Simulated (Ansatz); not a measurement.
LiTaO3:
```
LiTaO3
1.0
    5.31787     0.00000     0.00000
    0.00000     5.31787     0.00000
    0.00000     0.00000     3.88723
Li Ta O
2 2 6
Direct
  0.50000   0.00000   0.50000
  0.00000   0.50000   0.50000
  0.00000   0.00000   0.00000
  0.50000   0.50000   0.00000
  0.00000   0.00000   0.50000
  0.50000   0.50000   0.50000
  0.67453   0.17453   0.00000
  0.32547   0.82547   0.00000
  0.82547   0.67453   0.00000
  0.17453   0.32547   0.00000
```

Relaxed with LDA.

**Question.** Give the optical modes at the zone centre with their infrared and Raman activity from DFPT, the program Ansatz at the LDA level (PAW).

**Answer.** Transverse frequencies, without the LO–TO term; a row sums one degenerate level.

```tsv
ω (cm⁻¹)	degeneracy	IR ((D/Å)²/amu)	Raman (Å⁴/amu)	activity	symmetry
202i	1	51.20	0	IR	A2u
174i	2	57.66	0	IR	Eu
163i	1	0.00	0	silent	B1u
138i	2	45.49	0	IR	Eu
65	1	0.00	0	silent	A1u
133	2	10.00	0	IR	Eu
172	1	28.41	0	IR	A2u
179	2	12.18	0	IR	Eu
182	1	0.00	0	silent	B1u
268	2	0.00	0.15	Raman	Eg
276	2	33.74	0	IR	Eu
362	1	0.00	140	Raman	A1g
384	2	5.60	0	IR	Eu
482	1	0.00	10	Raman	B2g
577	2	125.75	0	IR	Eu
618	1	0.00	0	silent	A1u
639	1	85.68	0	IR	A2u
694	1	0.00	83	Raman	B1g
912	1	0.00	0	silent	A2g
```

**Question.** How high does the top mode go among those that the LO–TO term moves?

**Answer.** 849 cm⁻¹ for q along x, 849 cm⁻¹ for q along y, 931 cm⁻¹ for q along z.

Space group P4/mbm. The first step of the workflow began from a Materials Project structure, measured or hypothetical; the Crystallography Open Database copy checked does not list it. It is not the phase usual at ambient conditions (space group No. 161). Symmetry was held in the LDA relaxation. At this level the phase is dynamically unstable (imaginary phonons). The run is not spin-polarised. Scalar-relativistic: spin–orbit coupling is off unless named, which matters more the heavier the elements.

Potentials: the later of the program's two PAW sets.
